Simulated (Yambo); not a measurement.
Absorption of CaC2 (space group I4/mmm, No. 139) under isotropic strain of +2 % on all lattice vectors with and without the electron-hole interaction (Yambo, PBEsol bands; 10×10×10 mesh, 4 valence and 2 conduction bands, static screening with 26 bands and a 4 Ry block, scissor 2.00 eV, Tamm-Dancoff; field along x). Axes are Cartesian, with cell vectors (Å) (-1.95, 1.95, 3.23), (1.95, -1.95, 3.23), (1.95, 1.95, -3.23).

| E (eV) | Im ε, BSE | Im ε, independent quasiparticles |
|---|---|---|
| 2.80 | 0.05 | 0.03 |
| 2.90 | 0.06 | 0.03 |
| 3.00 | 0.06 | 0.03 |
| 3.10 | 0.07 | 0.03 |
| 3.20 | 0.08 | 0.03 |
| 3.30 | 0.09 | 0.04 |
| 3.40 | 0.10 | 0.04 |
| 3.50 | 0.12 | 0.04 |
| 3.60 | 0.14 | 0.05 |
| 3.70 | 0.18 | 0.05 |
| 3.80 | 0.24 | 0.06 |
| 3.90 | 0.35 | 0.06 |
| 4.00 | 0.57 | 0.07 |
| 4.10 | 0.81 | 0.08 |
| 4.20 | 0.78 | 0.10 |
| 4.30 | 0.83 | 0.14 |
| 4.40 | 0.89 | 0.20 |
| 4.50 | 0.89 | 0.25 |
| 4.60 | 0.82 | 0.28 |
| 4.70 | 0.89 | 0.32 |
| 4.80 | 1.08 | 0.38 |
| 4.90 | 1.07 | 0.42 |
| 5.00 | 0.99 | 0.43 |
| 5.10 | 1.06 | 0.52 |
| 5.20 | 1.27 | 0.59 |
| 5.30 | 1.55 | 0.53 |
| 5.40 | 1.81 | 0.48 |
| 5.50 | 1.80 | 0.51 |
| 5.60 | 2.05 | 0.61 |
| 5.70 | 2.87 | 0.80 |
| 5.80 | 3.65 | 0.86 |
| 5.90 | 4.12 | 0.81 |
| 6.00 | 3.91 | 0.92 |
| 6.10 | 3.61 | 1.11 |
| 6.20 | 4.09 | 1.26 |
| 6.30 | 4.72 | 1.46 |
| 6.40 | 4.17 | 1.74 |
| 6.50 | 3.42 | 1.98 |
| 6.60 | 3.14 | 2.30 |
| 6.70 | 3.00 | 2.71 |
| 6.80 | 2.59 | 2.96 |

The scissor comes from a G0W0 run whose convergence isn't established. Broadening 0.15 eV. The band window holds all transitions up to 6.9 eV. Fine structure above the onset can come from the mesh.

Geometry strained from the cell relaxed with PBEsol, atoms relaxed again; primitive cell a = b = c = 4.247 Å, α = β = 125.39°, γ = 80.89°.

The structure is a Materials Project entry; no match was found in the copy of COD used, and its stability was not checked.
